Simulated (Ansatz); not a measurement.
Values for one crystal, relaxed and computed with LDA (plane waves, PAW; program Ansatz); other levels are named.

```yaml
volume_per_atom: 18.96 Å³
electronic_character: metallic (no gap)
highest_zone_centre_frequency: 329 cm⁻¹
Young's modulus: 15.5 GPa
mechanical_stability: stable (all eigenvalues of C positive)
Poisson's ratio: 0.33
zone_centre_stability: no imaginary mode at Γ
```

Which of these materials gives this?
A. Os, hcp (Mg type)
B. Li, hcp (Mg type)
C. Lu, hcp (Mg type)
D. Tl, hcp (Mg type)

B, Li, hcp (Mg type)

Space group P6_3/mmc (hcp (Mg type)). The workflow started from a Materials Project entry (that database holds measured and hypothetical structures alike); the Crystallography Open Database files this formula in space group No. 194, but the cells were not matched. It is not the phase usual at ambient conditions (space group No. 229). Symmetry was held in the LDA relaxation. As this level gives no gap, phonon frequencies hold no LO–TO term and depend on the k-mesh and smearing (Fermi–Dirac, 0.1 eV here).

Potentials: the earlier of the program's two PAW sets. The files were generated under PBE; for other functionals the program regenerates the frozen cores, and for LDA and PBEsol the local potential too.
